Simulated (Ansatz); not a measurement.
Mo (bcc (W type), space group No. 229) at seven volumes, PBE in the plane-wave PAW code Ansatz, scaled uniformly. One row is withheld.

| V (Å³/atom) | P (GPa) |
|---|---|
| 14.364 | 30.06 |
| 14.837 | 18.38 |
| 15.311 | 8.45 |
| 15.784 | 0.00 |
| 16.258 | -7.20 |
| 16.731 | ? |
| 17.205 | -18.57 |

Task: Fit the shown pressures and predict the withheld one.

Result: P = (3/2)B₀(x^(7/2) − x^(5/2))[1 + (3/4)(B′ − 4)(x − 1)] with x = (V₀/V)^(2/3). Least squares on the six rows gives V₀ = 15.784 Å³/atom, B₀ = 260 GPa, B′ = 4.34. At V = 16.731, x = 0.9619 and P = -13.35 GPa. The run itself gave -13.34 GPa.

Space group Im-3m (bcc (W type)). The PBE relaxation kept the symmetry of its start. The run is not spin-polarised.

Potentials: the earlier of the program's two PAW sets.
